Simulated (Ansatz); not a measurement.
A geometry of ZrO$_{2}$ away from equilibrium: the start of the relaxation of a randomly generated symmetric cell of ZrO2 (space group No. 118). All values below come from PBEsol (plane waves to 420 eV, PAW, scalar-relativistic; Ansatz, an electronic-structure program). Γ-centred k-mesh 5×5×6 on the run's cell (coarser than for final values), Fermi–Dirac smearing 0.05 eV.

```xyz
6
Lattice="4.7101 0.0000 0.0000 0.0000 4.7101 0.0000 0.0000 0.0000 3.6889" Properties=species:S:1:pos:R:3:forces:R:3 pbc="T T T" free_energy=-10505.153 pressure_GPa=1.6
O      4.0323     3.0328     0.9222   -4.1327    4.1327    0.0000
O      0.6778     1.6773     0.9222    4.1327   -4.1327    0.0000
O      3.0328     0.6778     2.7667    4.1327    4.1327    0.0000
O      1.6773     4.0323     2.7667   -4.1327   -4.1327    0.0000
Zr     0.0000     0.0000     0.0000    0.0000    0.0000    0.0000
Zr     2.3550     2.3550     1.8445    0.0000    0.0000    0.0000
```

Positions in Å, forces in eV/Å, free energy of the cell in eV (comparable only within this code, potentials and settings). Largest force: 5.84 eV/Å, on O1, O2, O3, O4 (atoms numbered as listed); the geometry lies 0.65 eV/atom above the end of its relaxation.

No spin polarisation in the result.

The run could not lose the symmetry of its start: the end is stationary, and may be a saddle point rather than a minimum.

The end of the path is a generated cell of ZrO2: the first start was made by a random draw of sites in a space group, and the end was not matched to a known phase here, so it may be hypothetical. Known forms of ZrO2 include space group No. 14, 137, 225.
